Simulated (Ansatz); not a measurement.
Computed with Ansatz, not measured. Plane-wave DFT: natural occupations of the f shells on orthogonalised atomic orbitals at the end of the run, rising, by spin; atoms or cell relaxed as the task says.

```
cell
1.0
     0.0000    0.0000   -6.9169
    -8.4716    0.0000    0.0000
     4.2358    7.3366    0.0000
Eu Mg P
4 8 7
Direct
  0.0000 0.0000 0.5000
  0.0000 0.5000 0.5000
  0.0000 0.0000 0.0000
  0.0000 0.5000 0.0000
  0.3653 0.6667 0.3333
  0.3653 0.1667 0.3333
  0.3653 0.6667 0.8333
  0.3653 0.1667 0.8333
  0.6347 0.3333 0.1667
  0.6347 0.8333 0.1667
  0.6347 0.3333 0.6667
  0.6347 0.8333 0.6667
  0.7480 0.1667 0.3333
  0.7480 0.6667 0.8333
  0.7480 0.1667 0.8333
  0.2520 0.3333 0.1667
  0.2520 0.8333 0.1667
  0.2520 0.3333 0.6667
  0.2520 0.8333 0.6667
```

Starting moments (μB): Eu number 1 7.38, Eu number 2 7.38, Eu number 3 7.38, Eu number 4 7.38; others 0.

| quantity | value |
| --- | --- |
| cell charge | 0 e |
| spin | collinear |
| scf start | atoms |
| lower state search | off |
| functional | PBEsol |
| wave cutoff | 420 eV |
| k mesh | 3, 3, 3 |
| k shift | 0, 0, 0 mesh steps |
| gaussian smearing | 0.05 eV |
| task | relax atoms |

Problem. How are the f shells occupied at the end?

Solution. 

```csv
shell atom,shell element,shell spin,shell occupation 1 (e),shell occupation 2 (e),shell occupation 3 (e),shell occupation 4 (e),shell occupation 5 (e),shell occupation 6 (e),shell occupation 7 (e)
1,Eu,up,0.95,0.97,0.97,0.98,0.98,0.98,0.99
1,Eu,down,0,0,0,0,0.01,0.01,0.01
2,Eu,up,0.95,0.97,0.97,0.98,0.98,0.98,0.99
2,Eu,down,0,0,0,0,0.01,0.01,0.01
3,Eu,up,0.96,0.96,0.96,0.98,0.98,0.99,0.99
3,Eu,down,0,0,0,0,0.01,0.01,0.01
4,Eu,up,0.95,0.97,0.97,0.98,0.98,0.98,0.99
4,Eu,down,0,0,0,0,0.01,0.01,0.01
```

Caveats: 4f shell without a U, which puts 4f levels too near the Fermi level; occupations loosely converged; open f or d shells may hold a state above the lowest; the supercell is small.
